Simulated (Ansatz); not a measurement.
CdSiP$_{2}$:
```yaml
crystal:
  lattice:
    - [-2.86197, 2.86197, 5.29091]
    - [2.86197, -2.86197, 5.29091]
    - [2.86197, 2.86197, -5.29091]
  atoms:
    - { symbol: Cd, position: [0.75000, 0.25000, 0.50000] }
    - { symbol: Cd, position: [0.00000, 0.00000, 0.00000] }
    - { symbol: Si, position: [0.25000, 0.75000, 0.50000] }
    - { symbol: Si, position: [0.50000, 0.50000, 0.00000] }
    - { symbol: P, position: [0.17056, 0.12500, 0.54556] }
    - { symbol: P, position: [0.57944, 0.62500, 0.45444] }
    - { symbol: P, position: [0.37500, 0.82944, 0.95444] }
    - { symbol: P, position: [0.87500, 0.42056, 0.04556] }
```

x, y and z are the axes in which the lattice vectors are written.

Q: Give the high-frequency dielectric tensor and the Born effective charge tensors of the independent atoms from DFPT, the program Ansatz at the PBE level (PAW).

A: 
ε∞:
```
10.9  0.00  0.00
0.00  10.9  0.00
0.00  0.00  10.7
```
Z* of atom 1 (Cd), rows: field, columns: displacement, in e:
```
 2.21  -0.03   0.00
 0.03   2.21   0.00
 0.00   0.00   1.71
```
Z* of atom 3 (Si), rows: field, columns: displacement, in e:
```
 2.23  -0.12   0.00
 0.12   2.23   0.00
 0.00   0.00   2.46
```
Z* of atom 5 (P), rows: field, columns: displacement, in e:
```
-2.27   0.00  -0.38
 0.00  -2.17   0.00
-0.25   0.00  -2.08
```

Static charges for comparison (Bader): Cd1 +0.59, Si3 +1.87, P5 -1.23 e. Born charges measure polarisation by displacement and can exceed these by far.

Space group I-42d (chalcopyrite). The PBE relaxation kept the symmetry of its start. Spin–orbit coupling is left out wherever it is not named.

Potentials: the later of the program's two PAW sets.
